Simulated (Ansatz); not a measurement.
Starting cell, Al (fcc, Cu type):

```yaml
crystal:
  lattice:
    - [4.03999, 0.00000, 0.00000]
    - [0.00000, 4.03999, 0.00000]
    - [0.00000, 0.00000, 4.03999]
  atoms:
    - { symbol: Al, position: [0.00000, 0.00000, 0.00000] }
    - { symbol: Al, position: [0.50000, 0.50000, 0.00000] }
    - { symbol: Al, position: [0.50000, 0.00000, 0.50000] }
    - { symbol: Al, position: [0.00000, 0.50000, 0.50000] }
```

Scan: atom 3 (Al, nearest neighbour Al at 2.857 Å; its periodic images, 4.0 Å or more away, move with it) is displaced along Cartesian [111], direction (0.577, 0.577, 0.577) in Cartesian axes, by s. The other atoms stay.

Calculation: PBE (plane waves to 420 eV, PAW, scalar-relativistic; Ansatz, a first-principles code). k mesh 9×9×9 (Γ-centred), Fermi-Dirac smearing 0.05 eV. The energy includes the smearing's −TS. With partly filled bands, energies and forces of such displacements shift with the k mesh and the smearing. On this mesh the relaxed cell isn't quite at rest: it carries a pressure of 0.2 GPa (compression positive) at the zero of the scan. Al was relaxed with its symmetry unable to fall. The PAW data are Ansatz's earlier set. The zero of ΔE is the undisplaced structure. The last digit holds for this mesh only.

| s (Å) | ΔE (meV/cell) |
|---|---|
| -0.570 | 901.2 |
| -0.456 | 535.2 |
| -0.342 | 281.1 |
| -0.228 | 118.3 |
| -0.114 | 28.6 |
| 0.000 | 0.0 |
| 0.114 | 28.6 |
| 0.228 | 118.3 |
| 0.342 | 281.1 |
| 0.456 | 535.2 |
| 0.570 | 901.2 |

**Question.** What force constant k = d²E/ds² at s = 0 does the table give?

**Answer.** 4.4 eV/Å². It is the second difference of the nearest points, corrected with the next pair.

**Question.** With k = 4.35 eV/Å² from the forces, is the well harmonic out to s = 0.570 Å?

**Answer.** ½ks² = 706 meV/cell against the computed 901 meV/cell, so the well is stiffer than harmonic there.

(A displaced cell: forces are minus the slopes of the energy, force constants its curvatures, and phonons follow from these.)
